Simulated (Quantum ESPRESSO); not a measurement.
# Al2GaInP4: input and log of a self-consistent run

Simulated, not a measurement. The program is pw.x of Quantum ESPRESSO 7.5 (plane-wave density functional theory). The cell is made up: 8 atoms on a zincblende/diamond lattice, with randomly drawn elements, strain and displacements, not relaxed. PseudoDojo standard norm-conserving files (v0.5 for PBE, v0.4.1 for LDA and PBEsol) set the functional; there is no spin polarisation, spin-orbit coupling or dispersion term, and the masses in the input are unused placeholders.

Input:

```
&control calculation='scf', pseudo_dir='./dojo.nc.sr.pbe.v0_5.standard.upf', outdir='./o', disk_io='medium', tprnfor=.true., tstress=.true. /
&system ibrav=0, nat=8, ntyp=4, nbnd=32, ecutwfc=101.20763327, nosym=.true., tot_charge=0,
 occupations='smearing', smearing='fd', degauss=0.0018374661
/
&electrons conv_thr=7.350e-09, electron_maxstep=60, /
ATOMIC_SPECIES
Al 1.0 Al.upf
Ga 1.0 Ga.upf
In 1.0 In.upf
P 1.0 P.upf
CELL_PARAMETERS angstrom
5.5942 0.0313 -0.0057
0.0313 5.6647 -0.0185
-0.0057 -0.0185 5.5357
ATOMIC_POSITIONS angstrom
Al -0.0518 0.0016 0.0751
Ga 0.0145 2.8174 2.6698
Al 2.7597 -0.0412 2.8376
In 2.7694 2.8225 0.0118
P 1.3849 1.4743 1.3791
P 1.4335 4.1535 4.1284
P 4.128 1.4533 4.142
P 4.123 4.2541 1.4165
K_POINTS automatic
6 6 6 1 1 1
```

The log is shortened where brackets say so; the opening notice, blank lines, dates and the lines on written files are dropped, and the path of the files is cut. It prints rydbergs, bohrs and kilobars, and counts compression as positive stress.

```
     Program PWSCF v.7.5
     Parallel version (MPI & OpenMP), running on       1 processor cores
     Number of MPI processes:                 1
     Threads/MPI process:                     1
     [start-up lines left out]
     bravais-lattice index     =            0
     lattice parameter (alat)  =      10.5717  a.u.
     unit-cell volume          =    1183.7649 (a.u.)^3
     number of atoms/cell      =            8
     number of atomic types    =            4
     number of electrons       =        52.00
     number of Kohn-Sham states=           32
     kinetic-energy cutoff     =     101.2076  Ry
     charge density cutoff     =     404.8305  Ry
     scf convergence threshold =      7.3E-09
     mixing beta               =       0.7000
     number of iterations used =            8  plain     mixing
     Exchange-correlation= PBE
                           (   1   4   3   4   0   0   0)
     [axes and pseudopotential details left out]
   Cartesian axes
     site n.     atom                  positions (alat units)
         1        Al     tau(   1) = (  -0.0092594   0.0002860   0.0134244  )
         2        Ga     tau(   2) = (   0.0025919   0.5036206   0.4772366  )
         3        Al     tau(   3) = (   0.4933065  -0.0073647   0.5072314  )
         4        In     tau(   4) = (   0.4950404   0.5045323   0.0021093  )
         5        P      tau(   5) = (   0.2475560   0.2635365   0.2465192  )
         6        P      tau(   6) = (   0.2562434   0.7424534   0.7379667  )
         7        P      tau(   7) = (   0.7378952   0.2597827   0.7403977  )
         8        P      tau(   8) = (   0.7370014   0.7604360   0.2532046  )
     number of k points=   108  Fermi-Dirac smearing, width (Ry)=  0.0018
     Number of k-points >= 100: set verbosity='high' to print them.
     Dense  grid:   162839 G-vectors     FFT dimensions: (  72,  72,  72)
     Estimated max dynamical RAM per process >     209.37 MB
     Initial potential from superposition of free atoms
     starting charge      51.9880, renormalised to      52.0000
     Starting wfcs are   42 randomized atomic wfcs
     total cpu time spent up to now is       53.0 secs
     per-process dynamical memory:   130.5 Mb
     Self-consistent Calculation
     iteration #  1     ecut=   101.21 Ry     beta= 0.70
     Davidson diagonalization with overlap
     ethr =  1.00E-02,  avg # of iterations =  4.1
     Threshold (ethr) on eigenvalues was too large:
     Diagonalizing with lowered threshold
     Davidson diagonalization with overlap
     ethr =  6.99E-04,  avg # of iterations =  1.9
     total cpu time spent up to now is      272.8 secs
     total energy              =    -350.62584799 Ry
     estimated scf accuracy    <       0.37303911 Ry
     iteration #  2     ecut=   101.21 Ry     beta= 0.70
     Davidson diagonalization with overlap
     ethr =  7.17E-04,  avg # of iterations =  2.0
     total cpu time spent up to now is      388.1 secs
     total energy              =    -350.71587780 Ry
     estimated scf accuracy    <       0.07291358 Ry
     iteration #  3     ecut=   101.21 Ry     beta= 0.70
     Davidson diagonalization with overlap
     ethr =  1.40E-04,  avg # of iterations =  3.9
     total cpu time spent up to now is      528.6 secs
     total energy              =    -350.72827447 Ry
     estimated scf accuracy    <       0.00391634 Ry
     iteration #  4     ecut=   101.21 Ry     beta= 0.70
     Davidson diagonalization with overlap
     c_bands:  1 eigenvalues not converged
     ethr =  7.53E-06,  avg # of iterations = 10.9
     total cpu time spent up to now is      704.5 secs
     total energy              =    -350.72913860 Ry
     estimated scf accuracy    <       0.00228316 Ry
     iteration #  5     ecut=   101.21 Ry     beta= 0.70
     Davidson diagonalization with overlap
     ethr =  4.39E-06,  avg # of iterations =  2.3
     total cpu time spent up to now is      821.5 secs
     total energy              =    -350.72952567 Ry
     estimated scf accuracy    <       0.00011919 Ry
     iteration #  6     ecut=   101.21 Ry     beta= 0.70
     Davidson diagonalization with overlap
     ethr =  2.29E-07,  avg # of iterations =  3.7
     total cpu time spent up to now is      983.2 secs
     total energy              =    -350.72955842 Ry
     estimated scf accuracy    <       0.00001020 Ry
     iteration #  7     ecut=   101.21 Ry     beta= 0.70
     Davidson diagonalization with overlap
     ethr =  1.96E-08,  avg # of iterations =  3.6
     total cpu time spent up to now is     1128.1 secs
     total energy              =    -350.72956100 Ry
     estimated scf accuracy    <       0.00000213 Ry
     iteration #  8     ecut=   101.21 Ry     beta= 0.70
     Davidson diagonalization with overlap
     ethr =  4.09E-09,  avg # of iterations =  2.2
     total cpu time spent up to now is     1249.9 secs
     total energy              =    -350.72956148 Ry
     estimated scf accuracy    <       0.00000007 Ry
     iteration #  9     ecut=   101.21 Ry     beta= 0.70
     Davidson diagonalization with overlap
     ethr =  1.35E-10,  avg # of iterations =  5.0
     total cpu time spent up to now is     1417.3 secs
     total energy              =    -350.72956153 Ry
     estimated scf accuracy    <       0.00000006 Ry
     iteration # 10     ecut=   101.21 Ry     beta= 0.70
     Davidson diagonalization with overlap
     ethr =  1.13E-10,  avg # of iterations =  2.0
     total cpu time spent up to now is     1523.0 secs
     End of self-consistent calculation
     [lines on levels left out]
!    total energy              =    -350.72956154 Ry
     estimated scf accuracy    <          1.5E-09 Ry
     smearing contrib. (-TS)   =      -0.00000000 Ry
     internal energy E=F+TS    =    -350.72956154 Ry
     The total energy is F=E-TS. E is the sum of the following terms:
     one-electron contribution =    -164.04507002 Ry
     hartree contribution      =     113.92724725 Ry
     xc contribution           =    -102.78535752 Ry
     ewald contribution        =    -197.82638125 Ry
     convergence has been achieved in  10 iterations
     Forces acting on atoms (cartesian axes, Ry/au):
     atom    1 type  1   force =     0.00012778   -0.00425649   -0.02379741
     atom    2 type  2   force =    -0.02032297    0.00601918    0.03446060
     atom    3 type  1   force =    -0.00897850    0.01966189   -0.00233329
     atom    4 type  3   force =     0.01766943    0.00758447    0.00302631
     atom    5 type  4   force =    -0.03570378   -0.08874927    0.04221117
     atom    6 type  4   force =    -0.07264141    0.07286195   -0.03201496
     atom    7 type  4   force =     0.06680393   -0.05823978   -0.03993407
     atom    8 type  4   force =     0.05304552    0.04511804    0.01838165
     Total force =     0.200632     Total SCF correction =     0.000106
     Computing stress (Cartesian axis) and pressure
          total   stress  (Ry/bohr**3)                   (kbar)     P=       24.80
   0.00016376  -0.00006187  -0.00004039           24.09       -9.10       -5.94
  -0.00006187   0.00011325   0.00003597           -9.10       16.66        5.29
  -0.00004039   0.00003597   0.00022880           -5.94        5.29       33.66
     init_run     :     48.67s CPU     52.91s WALL (       1 calls)
     electrons    :   1387.60s CPU   1469.99s WALL (       1 calls)
     forces       :     18.95s CPU     19.19s WALL (       1 calls)
     stress       :     68.91s CPU     71.97s WALL (       1 calls)
     [timing details left out]
     PWSCF        :  25m24.63s CPU  26m55.06s WALL
     JOB DONE.
```

In other units: free energy -4771.919 eV for the cell, pressure 2.48 GPa, largest force component 2.282 eV/Å. This run is the check on a run of the same cell at 1088 eV and a 4 x 4 x 4 mesh: rerunning at 1377 eV and a 6 x 6 x 6 mesh moved values by no more than 0.007 eV in energy, 0.02 GPa in stress and 0.002 eV/Å in force.